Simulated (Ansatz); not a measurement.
## Property card for AlP

AlP:
```
CELL_PARAMETERS angstrom
      3.85057     0.00000     0.00000
     -1.92529     3.33469     0.00000
      0.00000     0.00000     8.68909
ATOMIC_POSITIONS crystal
  Al 0.00000 0.49990 0.66667
  Al 0.50010 0.50010 0.00000
  Al 0.49990 0.00000 0.33333
  P  0.00000 0.49994 0.16667
  P  0.50006 0.50006 0.50000
  P  0.49994 0.00000 0.83333
```

Space group P6_422 (No. 181); conventional cell a = b = 3.8506 Å, c = 8.6891 Å, α = β = 90.00°, γ = 120.00°.

Method: PBE in the plane-wave PAW code Ansatz. The cell and atoms are relaxed at this level. Other levels are named where they apply.

**Cell and energy**

- Volume per atom = 18.60 Å³
- Density = 2.59 g/cm³
- Formation energy from the elements (no fitted shifts) = -0.42 eV/atom

**Electronic structure**

* **Band gap**: 0.95 eV (indirect)
* **Valence-band maximum**: at Γ
* **Conduction-band minimum**: at M (3 equivalent valleys)
* **Smallest direct gap on the standard path**: 2.03 eV
* **Electron effective mass**: 0.15, 0.41, 1.4 mₑ (principal values)
* **Hole effective mass**: 0.15, 7.5, 7.5 mₑ (principal values)

**Mechanics**

* **Bulk modulus (Birch–Murnaghan fit)**: 903 kbar
* **Pressure derivative B′**: 4.2

The start of the workflow was typed in or built on a structure type; neither database checked (COD, Materials Project) lists it. It is not the phase usual at ambient conditions (space group No. 216). Symmetry was held in the PBE relaxation; its stability against distortions is not shown here. Point labels and valley counts follow the cell and symmetry of the run, lower than the named group. The references are the lowest solids computed at this level, not always the standard phases.

Potentials: the earlier of the program's two PAW sets.
